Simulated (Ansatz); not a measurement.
A scan (energy against volume; even scaling of the relaxed cell, symmetry kept) gave these values. Level of theory: r2SCAN (plane waves to 500 eV, PAW, scalar-relativistic; Ansatz, a program for electronic structure).

| Quantity | Value |
|---|---|
| Bulk modulus B₀ (third-order Birch-Murnaghan fit) | 96.6 GPa |
| Pressure derivative B₀′ (fit) | 4.2 |
| Equilibrium volume of the fit | 20.17 Å³/atom |

**Question.** Of these crystals, all scanned alike, which one is it?
(A) ZnSe (zinc blende)
(B) Si (diamond)
(C) Nb (bcc, W type)
(D) CdSe (zinc blende)

**Answer.** B, Si (diamond). The others have, for the bulk modulus: ZnSe 65.2 GPa, Nb 174 GPa, CdSe 51.5 GPa

All were relaxed with their symmetry unable to fall. Nb is run without spin polarisation. The PAW data are Ansatz's earlier set.

(Under strain, the slope of the energy per volume gives the stress and its curvature an elastic modulus.)
